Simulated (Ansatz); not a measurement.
PbS (rock salt)

```yaml
crystal:
  lattice:
    - [0.00000, 3.00445, 3.00445]
    - [3.00445, 0.00000, 3.00445]
    - [3.00445, 3.00445, 0.00000]
  atoms:
    - { symbol: S, position: [0.00000, 0.00000, 0.00000] }
    - { symbol: Pb, position: [0.50000, 0.50000, 0.50000] }
```

Two-dimensional scan of atom 2 (Pb, nearest neighbour S at 3.004 Å; its periodic images, 4.2 Å or more away, move with it): u runs along (1.000, 0.000, 0.000), v along (0.000, 1.000, 0.000) (Cartesian). Cell and other atoms are fixed.

Level of theory: PBE (plane waves to 420 eV, PAW, scalar-relativistic; Ansatz, a first-principles code). k mesh 8×8×8 (Γ-centred), Fermi-Dirac smearing 0.05 eV. Fu and Fv are the components of the force on the atom. PbS was relaxed with its symmetry unable to fall. Spin-orbit coupling is left out, though Pb is heavy. 

```tsv
Fu (eV/Å)	u = -0.990	u = -0.660	u = -0.330	u = 0.000	u = 0.330	u = 0.660	u = 0.990
v = -0.990	___	-0.11	___	0.00	___	0.11	___
v = -0.660	7.83	2.29	0.49	0.00	-0.49	-2.29	-7.83
v = -0.330	11.44	3.06	0.56	0.00	-0.56	-3.06	-11.44
v = 0.000	12.92	3.27	0.46	0.00	-0.46	-3.27	-12.92
v = 0.330	11.44	3.06	0.56	0.00	-0.56	-3.06	-11.44
v = 0.660	7.83	2.29	0.49	0.00	-0.49	-2.29	-7.83
v = 0.990	___	-0.11	___	0.00	___	0.11	___
```

**Question.** Some entries are withheld; supply them.

**Answer.** 
- v = -0.990, u = -0.990: 3.20
- v = -0.990, u = -0.330: -0.88
- v = -0.990, u = 0.330: 0.88
- v = -0.990, u = 0.990: -3.20
- v = 0.990, u = -0.990: 3.20
- v = 0.990, u = -0.330: -0.88
- v = 0.990, u = 0.330: 0.88
- v = 0.990, u = 0.990: -3.20

(For displaced atoms, the force is minus the slope of the energy, and its curvature is a force constant, which sets phonon frequencies.)
